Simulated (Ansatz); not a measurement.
CsCdCl$_{3}$:
```
CELL_PARAMETERS angstrom
      5.25800     0.00000     0.00000
      0.00000     5.25800     0.00000
      0.00000     0.00000     5.25800
ATOMIC_POSITIONS crystal
  Cs 0.00000 0.00000 0.00000
  Cd 0.50000 0.50000 0.50000
  Cl 0.00000 0.50000 0.50000
  Cl 0.50000 0.00000 0.50000
  Cl 0.50000 0.50000 0.00000
```

Relaxed with r²SCAN.

Question: Map the valence electron density (e/Å³), cut off at 1 on the plane through (0.000, 0.000, 0.000) spanned by u = [1, 0, 0] and v = [0, 1, 1] in lattice vectors, from DFT-r²SCAN in the program Ansatz with PAW potentials.

Answer: x is the fraction of u, y of v (the angle between them is 90°; rows are the nearest grid lines); atoms in the plane: Cs at (0.00, 0.00), Cd at (0.50, 0.50), Cl at (0.00, 0.50).
```
|016997310000000000013799610|
|679995210000000000012599976|
|999974200000000000002479999|
|765421000000000000000124567|
|332210000000000000000012233|
|000000000000000000000000000|
|000000000000000000000000000|
|000000000000000000000000000|
|332210000012232210000012233|
|775321101135898531101123577|
|999963212799999997212369999|
|059995325999999999523599950|
|059995325999999999523599950|
|999963212799999997212369999|
|775321101135898531101123577|
|332210000012232210000012233|
|000000000000000000000000000|
|000000000000000000000000000|
|000000000000000000000000000|
|332210000000000000000012233|
|765421000000000000000124567|
|999974200000000000002479999|
|679995210000000000012599976|
|016997310000000000013799610|
```
Scale: ten equal steps from 0.000 (start of '0') to 1.00 (end of '9'), in the order '0123456789'; x runs from 0.000 to 1.00, y from 0.000 (bottom) to 1.00 (top).

The density is the valence pseudo-density with augmentation charge, so density and ELF within about 1 Å of a nucleus are not all-electron values.

Space group Pm-3m (cubic perovskite). The workflow started from a Materials Project entry (that database holds measured and hypothetical structures alike); the Crystallography Open Database files this formula in space group No. 221, but the cells were not matched. Whether it is the stable phase at ambient conditions was not checked. The cell was relaxed with r²SCAN under the symmetry of its start; whether a distortion lowers the energy is not shown. Spin–orbit coupling is left out wherever it is not named.

Potentials: the later of the program's two PAW sets.
